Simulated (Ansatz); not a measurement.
HfTe:
```
CELL_PARAMETERS angstrom
      3.49385     0.00000     0.00000
      0.00000     3.49385     0.00000
      0.00000     0.00000     3.49385
ATOMIC_POSITIONS crystal
  Hf 0.00000 0.00000 0.00000
  Te 0.50000 0.50000 0.50000
```

This is the PBEsol-relaxed structure.

**Question.** All from plane-wave PAW PBEsol (Ansatz code), unless another level is named. Estimate the electronic character.

**Answer.** metallic (no gap).

**Question.** Next, the formation energy from the elements (no fitted shifts)?

**Answer.** -61 kJ/mol of atoms.

**Question.** Next, the density of states at the Fermi level?

**Answer.** 0.20 states/eV per atom (mean over ±0.08 eV).

Space group Pm-3m (CsCl type). A made-up cell: these elements were put on the sites of a structure type; neither database checked (COD, Materials Project) lists it. Its standing as an ambient phase is unchecked. The PBEsol relaxation kept the symmetry of its start; its stability against distortions is not shown here. The run is not spin-polarised. The references are the lowest solids computed at this level, not always the standard phases. Spin–orbit coupling is left out wherever it is not named.

Potentials: the earlier of the program's two PAW sets. The files were generated under PBE; for other functionals the program regenerates the frozen cores, and for LDA and PBEsol the local potential too.
